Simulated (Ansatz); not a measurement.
Relaxed polymorphs of LiF. Calculation: PBEsol (plane waves to 420 eV, PAW, scalar-relativistic; Ansatz, a program for electronic structure). One row is withheld; estimate it from its structure type, its coordination and the trend of the others.

```json
[
 {"structure": "Fm-3m, cF8, rock salt type", "coordination": "F 6 (octahedral), Li 6 (octahedral)", "E − E(first row) (eV/atom)": "0.000", "V (Å³/atom)": "8.04", "gap (eV, no SOC)": "9.05"},
 {"structure": "P6₃mc, hP4, wurtzite type", "coordination": "Li 4 (tetrahedral), F 4 (tetrahedral)", "E − E(first row) (eV/atom)": "0.021", "V (Å³/atom)": "9.99", "gap (eV, no SOC)": "7.60"},
 {"structure": "F-43m, cF8, zinc blende type", "coordination": "F 4 (tetrahedral), Li 4 (tetrahedral)", "E − E(first row) (eV/atom)": "0.033", "V (Å³/atom)": "10.02", "gap (eV, no SOC)": "7.67"},
 {"structure": "P6₃/mmc, hP4, NiAs type", "coordination": "Li 6 (octahedral), F 6 (trigonal prismatic)", "E − E(first row) (eV/atom)": "…", "V (Å³/atom)": "…", "gap (eV, no SOC)": "…"}
]
```

**Question.** What belongs in the gaps?

**Answer.** 
- P6₃/mmc, hP4, NiAs type, E − E(first row) (eV/atom): 0.044
- P6₃/mmc, hP4, NiAs type, V (Å³/atom): 8.09
- P6₃/mmc, hP4, NiAs type, gap (eV, no SOC): 8.91

The withheld cell: P6₃/mmc (No. 194), hP4, NiAs type; a = b = 2.7867 Å, c = 4.8103 Å, α = β = 90.00°, γ = 120.00°; Li 2a (0.000, 0.000, 0.000); F 2d (0.667, 0.333, 0.250). Coordination numbers (neighbours up to the widest gap in distance over summed covalent radii, below 1.35; n+m marks a second, longer set; metal–metal contacts left out).

Each run could gain symmetry but not lose that of its start, so entries can be saddle points. From databases, or of a type measured for this composition: Fm-3m, cF8, rock salt type; the others are generated cells (placed on structure types, drawn at random, substituted or restacked) that were not matched to a known phase here. Static energies at zero pressure. Each cell has its own k-point mesh; energy differences are given only to the digits this allows. No spin polarisation in the result.
